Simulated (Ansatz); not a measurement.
## Property card for HfPbO3

HfPbO₃:
```xyz
5
Lattice="4.1320 0.0000 0.0000 0.0000 4.1320 0.0000 0.0000 0.0000 4.1320" Properties=species:S:1:pos:R:3 pbc="T T T"
Hf     2.0660     2.0660     2.0660
Pb     0.0000     0.0000     0.0000
O      0.0000     2.0660     2.0660
O      2.0660     0.0000     2.0660
O      2.0660     2.0660     0.0000
```

Space group Pm-3m (No. 221), cubic perovskite; conventional cell a = b = c = 4.132 Å, α = β = γ = 90.00°.

Method: r²SCAN (plane waves, PAW; program Ansatz). Structure relaxed to zero pressure with the same functional. Other levels are named where they apply.

Cell and energy:

- Volume per atom = 14.11 Å³
- Density = 10.21 g/cm³
- Formation energy from the elements (no fitted shifts) = -2.69 eV/atom

Electronic structure:

- Band gap: 2.91 eV (direct)
- Valence-band maximum: at X
- Conduction-band minimum: at X (3 equivalent valleys)
- Electron effective mass: 0.20, 0.36, 0.36 mₑ (principal values)
- Electron effective mass with spin–orbit coupling: 0.21, 0.40, 0.40 mₑ (principal values)
- Hole effective mass: 0.28, 0.82, 0.82 mₑ (principal values)
- Hole effective mass with spin–orbit coupling: 0.27, 0.80, 0.80 mₑ (principal values)
- HSE06 gap on the r²SCAN cell: 3.50 eV
- Gap with spin–orbit coupling: 2.51 eV

Mechanics:

- Bulk modulus (Birch–Murnaghan fit) = 179 GPa
- Pressure derivative B′ = 4.3

Charges:

- Bader charges = Hf +2.71, Pb +1.41, O -1.37 e

The first step of the workflow began from a Materials Project structure, measured or hypothetical; the Crystallography Open Database copy checked does not list it. COD files the formula under space group No. 55. Its standing as an ambient phase is unchecked. Symmetry was held in the r²SCAN relaxation; whether a distortion lowers the energy is not shown. No spin polarisation was allowed. The references are the lowest solids computed at this level, not always the standard phases (solids in place of the gases). Spin–orbit coupling is left out wherever it is not named.

Potentials: the later of the program's two PAW sets.
